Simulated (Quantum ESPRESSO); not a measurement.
Simulation results for SiGe$_{6}$C (made-up cell)

Computed with Quantum ESPRESSO 7.5. Calculation on a made-up crystal cell, not a measurement: periodic Kohn-Sham density functional theory in plane waves with PseudoDojo standard norm-conserving scalar-relativistic pseudopotentials, each functional with its own files (v0.5 for PBE, v0.4.1 for LDA and PBEsol), no spin polarisation, no spin-orbit coupling, atoms not relaxed, stress positive in tension, energies less a fixed whole-eV offset for each atom's element; levels are Kohn-Sham levels at fractions of this cell's reciprocal vectors, counted from the reference band (half the neutral cell's valence electrons, rounded up) at Gamma; error bars cover cutoff and k-mesh only, not smearing or the files; each bar is the largest change over components, and at least 0.002 eV, 0.002 eV per angstrom or 0.02 GPa; added strain carries the atoms with the cell, and shear is the tensor component; energies are for the whole cell, and the offsets were chosen from early runs and are not element reference energies; machines and their load varied, so run times do not measure scaling.

Settings shared by all entries: lattice type zincblende/diamond; functional pbe; cutoff 1116 eV; fermi dirac smearing 0.1 eV; scf tolerance 1e-07 eV; electrons removed 0; run command mpirun -np 4 pw.x -nk 4 -in in; run processor Intel Xeon, 2023 or later, virtual cores; k mesh 6 x 6 x 6, shifted by half a step.

(1) SiGe$_{6}$C (made-up cell)

```cif
# cell vector a (Å): 5.6299 -0.0057 0.0538
# cell vector b (Å): -0.0057 5.6500 -0.0282
# cell vector c (Å): 0.0538 -0.0282 5.5688
data_SiGe6C
_symmetry_space_group_name_H-M 'P 1'
_symmetry_Int_Tables_number 1
_cell_length_a 5.6302
_cell_length_b 5.6501
_cell_length_c 5.5691
_cell_angle_alpha 90.577
_cell_angle_beta 88.899
_cell_angle_gamma 90.119
_cell_volume 177.12
loop_
_atom_site_label
_atom_site_type_symbol
_atom_site_fract_x
_atom_site_fract_y
_atom_site_fract_z
_atom_site_occupancy
Si1 Si 0.01620 0.02205 0.00380 1
Ge1 Ge 0.99323 0.50612 0.50742 1
Ge2 Ge 0.48102 0.00740 0.50241 1
Ge3 Ge 0.51006 0.49836 0.01801 1
Ge4 Ge 0.25056 0.23735 0.25149 1
Ge5 Ge 0.22910 0.74590 0.75544 1
C1 C 0.75213 0.24514 0.76761 1
Ge6 Ge 0.74356 0.73849 0.25004 1
```

It finds free energy less offsets 0.1572 eV; scf iterations 10; smearing term minus ts -0.02222 eV; pressure -2.387 GPa; stress xx 2.89 GPa; stress yy 2.73 GPa; stress zz 1.54 GPa; stress yz -2.202 GPa; stress xz -2.15 GPa; stress xy -1.923 GPa; fermi level -0.0173 eV; reference band 46; error bar energy 0.002 eV; error bar stress 0.02467 GPa; error bar force 0.01311 eV/Å; error bar next band up 0.002 eV; error bar fermi level 0.02381 eV; error bars from tighter rerun of this cell; wall time of scf and band steps on a shared machine 382.3 s.

Atoms:
| atoms element | atom site | atom energy offset (eV) |
| --- | --- | --- |
| Si | 1 | -115 |
| Ge | 2 | -2430 |
| Ge | 3 | -2430 |
| Ge | 4 | -2430 |
| Ge | 5 | -2430 |
| Ge | 6 | -2430 |
| C | 7 | -163 |
| Ge | 8 | -2430 |

Forces:
| site | x (eV/Å) | y (eV/Å) | z (eV/Å) |
| --- | --- | --- | --- |
| 1 | -3.135 | -0.4236 | -1.575 |
| 2 | -1.345 | -2.068 | 0.6608 |
| 3 | 2.147 | -0.3011 | 1.724 |
| 4 | -0.0932 | -1.649 | -2.651 |
| 5 | -0.1501 | 1.612 | 0.4042 |
| 6 | 1.204 | 0.3935 | 0.8103 |
| 7 | 0.2306 | 0.3109 | 0.08149 |
| 8 | 1.142 | 2.126 | 0.5458 |

Levels:
| level k point | next band up (eV) |
| --- | --- |
| Gamma | 0.3106 |
| (1/2,1/2,1/2) | -0.6038 |
| (0.15,0,0) | 0.176 |
| (0,0.15,0) | 0.1522 |
| (0,0,0.15) | 0.1785 |

(2) SiGe$_{6}$C (made-up cell)

```cif
# cell vector a (Å): 5.6299 -0.0057 0.0538
# cell vector b (Å): -0.0057 5.6500 -0.0282
# cell vector c (Å): 0.0538 -0.0282 5.5688
data_SiGe6C
_symmetry_space_group_name_H-M 'P 1'
_symmetry_Int_Tables_number 1
_cell_length_a 5.6302
_cell_length_b 5.6501
_cell_length_c 5.5691
_cell_angle_alpha 90.577
_cell_angle_beta 88.899
_cell_angle_gamma 90.119
_cell_volume 177.12
loop_
_atom_site_label
_atom_site_type_symbol
_atom_site_fract_x
_atom_site_fract_y
_atom_site_fract_z
_atom_site_occupancy
Si1 Si 0.01620 0.02205 0.00380 1
Ge1 Ge 0.99323 0.50612 0.50742 1
Ge2 Ge 0.48102 0.00740 0.50241 1
Ge3 Ge 0.51006 0.49836 0.01801 1
Ge4 Ge 0.25056 0.23735 0.25149 1
Ge5 Ge 0.22910 0.74590 0.75544 1
Ge6 Ge 0.75213 0.24514 0.76761 1
C1 C 0.74356 0.73849 0.25004 1
```

The calculation gives: free energy less offsets 0.1301 eV; scf iterations 10; smearing term minus ts -0.02074 eV; pressure -2.261 GPa; stress xx 2.64 GPa; stress yy 2.787 GPa; stress zz 1.357 GPa; stress yz -0.7212 GPa; stress xz 0.1956 GPa; stress xy -0.5538 GPa; fermi level 0.02581 eV; reference band 46; error bar energy 0.002 eV; error bar stress 0.02467 GPa; error bar force 0.01311 eV/Å; error bar next band up 0.002 eV; error bar fermi level 0.02381 eV; error bars from tighter rerun of a related cell; wall time of scf and band steps on a shared machine 384.4 s.

Atoms:
| atoms element | atom site | atom energy offset (eV) |
| --- | --- | --- |
| Si | 1 | -115 |
| Ge | 2 | -2430 |
| Ge | 3 | -2430 |
| Ge | 4 | -2430 |
| Ge | 5 | -2430 |
| Ge | 6 | -2430 |
| Ge | 7 | -2430 |
| C | 8 | -163 |

Forces:
| site | x (eV/Å) | y (eV/Å) | z (eV/Å) |
| --- | --- | --- | --- |
| 1 | -2.04 | -2.344 | 0.3255 |
| 2 | -1.639 | 0.3137 | -1.857 |
| 3 | 2.081 | -2.03 | -0.02154 |
| 4 | 0.583 | 1.943 | 0.806 |
| 5 | -0.1787 | 1.553 | 0.4092 |
| 6 | 1.19 | 0.3723 | 0.7898 |
| 7 | -0.0617 | -0.1767 | -0.6746 |
| 8 | 0.06588 | 0.3685 | 0.2231 |

Levels:
| level k point | next band up (eV) |
| --- | --- |
| Gamma | 0.3576 |
| (1/2,1/2,1/2) | -0.7247 |
| (0.15,0,0) | 0.3176 |
| (0,0.15,0) | 0.266 |
| (0,0,0.15) | 0.2727 |
